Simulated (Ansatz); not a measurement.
This cell of Cd (hcp, Mg type) is off equilibrium:

```xyz
2
Lattice="3.0159 0.0000 0.0000 -1.5080 2.6119 0.0000 0.0000 0.0000 5.8216" Properties=species:S:1:pos:R:3 pbc="T T T"
Cd     0.0000     1.7412     4.3662
Cd     1.3880     0.6628     1.4554
```

Computed with PBE (plane waves to 420 eV, PAW, scalar-relativistic; Ansatz, a first-principles code). k mesh 14×14×7 (Γ-centred), Fermi-Dirac smearing 0.05 eV. Energies are smeared free energies. Compression counts positive. With partly filled bands, energies and forces of such displacements shift with the k mesh and the smearing. On this mesh the relaxed cell isn't quite at rest: it carries a pressure of 0.2 GPa (compression positive) at the zero of the scan. Cd was relaxed with its symmetry unable to fall. The PAW data are Ansatz's earlier set. The relaxed volume of Cd is well above the measured one; the method has no dispersion term.

Question: Predict the force on every atom, in eV/Å.

Answer: 
```json
[
 {"atom": "Cd1", "Fx": "-0.011", "Fy": "-0.043", "Fz": "0.000"},
 {"atom": "Cd2", "Fx": "0.011", "Fy": "0.043", "Fz": "0.000"}
]
```

Question: In it atom 2 sits (-0.120, -0.208, 0.000) Å away from its relaxed site. What is its energy relative to the relaxed cell?

Answer: 5.2 meV/cell.

(For displaced atoms, the force is minus the slope of the energy, and its curvature is a force constant, which sets phonon frequencies.)
